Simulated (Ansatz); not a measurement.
Problem. Each is relaxed and computed with plane-wave PAW r²SCAN (Ansatz code). Which is the only one with a gap?
(A) ZrCuGe, Pnma (Zr on 4c, Cu on 4c, Ge on 4c)
(B) SnSe, Pnma (Sn on 4c, Se on 4c)
(C) SiNi2, Pnma (Si on 4c, Ni on 4c, Ni on 4c)
(D) ZrGe, Pnma (Zr on 4c, Ge on 4c)

Solution. B, SnSe, Pnma (Sn on 4c, Se on 4c). SnSe: gap 1.01 eV (indirect); ZrCuGe: metal; SiNi2: metal; ZrGe: metal. Standing as an ambient phase not checked: ZrCuGe, Pnma (Zr on 4c, Cu on 4c, Ge on 4c); ZrGe, Pnma (Zr on 4c, Ge on 4c). Weakly bound layers, chains or molecules computed without a dispersion correction, so cells and soft constants are ill determined: SnSe, Pnma (Sn on 4c, Se on 4c). All cells were relaxed under the symmetry of their starts (and spin orders); stability against distortions was not tested throughout. Rows with no word on spin ran without spin polarisation. Scalar-relativistic: spin–orbit coupling is off unless named, which matters more the heavier the elements.

Potentials: the later of the program's two PAW sets.
